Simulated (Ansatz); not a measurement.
Relaxed-ion elastic tensor of Cs (fcc (Cu type), Fm-3m) in GPa (Voigt order), r²SCAN (plane waves, PAW; program Ansatz); density 1.78 g/cm³, 123.81 Å³ per atom.

```
     1    2    3    4    5    6
-  ---  ---  ---  ---  ---  ---
1  1.9  1.7  1.7  0.0  0.0  0.0
2  1.7  1.9  1.7  0.0  0.0  0.0
3  1.7  1.7  1.9  0.0  0.0  0.0
4  0.0  0.0  0.0  1.3  0.0  0.0
5  0.0  0.0  0.0  0.0  1.3  0.0
6  0.0  0.0  0.0  0.0  0.0  1.3
```

Q: Is the crystal mechanically stable?

A: On the edge, within the error: the smallest eigenvalue of C is 0.1 GPa.

Q: Work out the Voigt and Reuss bounds. Is their mean of use?

A: K_V = 1.8, K_R = 1.8; G_V = 0.8, G_R = 0.1 GPa. The bounds lie so far apart that a Hill average or a Debye temperature from it would say little.

The workflow started from a Materials Project entry (that database holds measured and hypothetical structures alike); the Crystallography Open Database files this formula in space group No. 225, but the cells were not matched. It is not the phase usual at ambient conditions (space group No. 229). The r²SCAN relaxation kept the symmetry of its start; its stability against distortions is not shown here. As this level gives no gap, shear constants depend on the k-mesh and smearing (Fermi–Dirac, 0.1 eV here). Scalar-relativistic: spin–orbit coupling is off unless named, which matters more the heavier the elements.

Potentials: the later of the program's two PAW sets.
